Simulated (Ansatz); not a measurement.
Input:

VGe:
```
VGe
1.0
    0.00000     2.51054     2.51054
    2.51054     0.00000     2.51054
    2.51054     2.51054     0.00000
Ge V
1 1
Cartesian
  0.00000   0.00000   0.00000
  2.51054   2.51054   2.51054
```
Starting moments (μB, in the order of the atoms Ge V): 0.0 0.2.

This is the PBE-relaxed structure.

Question: All from PBE in the plane-wave PAW code Ansatz, unless another level is named. Predict the electronic character.

Answer: metallic (no gap).

Question: What about the formation energy from the elements (no fitted shifts)?

Answer: 0.10 eV/atom.

Question: And the density of states at the Fermi level?

Answer: 1.3 states/eV per atom (mean over ±0.08 eV).

Space group Fm-3m (rock salt). A made-up cell: these elements were put on the sites of a structure type; neither database checked (COD, Materials Project) lists it. Its standing as an ambient phase is unchecked. The cell was relaxed with PBE under the symmetry of its start; its stability against distortions is not shown here. The final state is ferromagnetic, the only order run, not a proven ground state. The cell computed holds one magnetic atom, so no antiferromagnetic order was within reach. The references are the lowest solids computed at this level, not always the standard phases. Scalar-relativistic: spin–orbit coupling is off unless named, which matters more the heavier the elements.

Potentials: the later of the program's two PAW sets.
